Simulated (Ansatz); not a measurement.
Relaxed-ion elastic tensor of Nb3Sn (A15 (Cr3Si type), Pm-3n) in GPa (Voigt order), r²SCAN in the plane-wave PAW code Ansatz; density 8.85 g/cm³, 18.65 Å³ per atom.

|  | 1 | 2 | 3 | 4 | 5 | 6 |
|---|---|---|---|---|---|---|
| 1 | 255 | 128 | 128 | 0.0 | 0.0 | 0.0 |
| 2 | 128 | 255 | 128 | 0.0 | 0.0 | 0.0 |
| 3 | 128 | 128 | 255 | 0.0 | 0.0 | 0.0 |
| 4 | 0.0 | 0.0 | 0.0 | 28.6 | 0.0 | 0.0 |
| 5 | 0.0 | 0.0 | 0.0 | 0.0 | 28.6 | 0.0 |
| 6 | 0.0 | 0.0 | 0.0 | 0.0 | 0.0 | 28.6 |

### Question
Is the crystal mechanically stable?

### Answer
Yes: the smallest eigenvalue of C is 28.6 GPa.

### Question
Work out the Voigt, Reuss and Hill averages.

### Answer
K_V = 170, K_R = 170, K_H = 170; G_V = 42.6, G_R = 36.7, G_H = 39.6 GPa.

### Question
Give Young's modulus, Poisson's ratio, Pugh's ratio and the universal anisotropy index.

### Answer
E = 9KG/(3K + G) = 110 GPa; ν = 0.39; K/G = 4.30 (ductile by the Pugh limit of 1.75); A_U = 5G_V/G_R + K_V/K_R − 6 = 0.81.

### Question
Estimate the sound speeds and the Debye temperature.

### Answer
v_l = √((K + 4G/3)/ρ) = 5020 m/s, v_t = √(G/ρ) = 2120 m/s, mean 2390 m/s; Θ = (h/k)(3n/4πV)^(1/3) v_m = 269 K.

### Question
Give the Zener ratio and Young's modulus along [100], [110] and [111].

### Answer
A = 2C44/(C11 − C12) = 0.45; 1/E = S11 − 2(S11 − S12 − S44/2)Γ with Γ = 0, 1/4, 1/3 gives 170, 93.4, 81.2 GPa.

### Question
Solve the Christoffel equation for the three sound speeds along [100], [110], [111].

### Answer
Eigenvalues of C_ijkl n_j n_l equal ρv². In km/s, slowest first: [100] 1.80, 1.80, 5.37; [110] 1.80, 2.68, 4.99; [111] 2.42, 2.42, 4.86.

Symmetry was held in the r²SCAN relaxation. No spin polarisation was allowed. As this level gives no gap, shear constants depend on the k-mesh and smearing (Fermi–Dirac, 0.1 eV here). Spin–orbit coupling is left out wherever it is not named.

Potentials: the later of the program's two PAW sets.
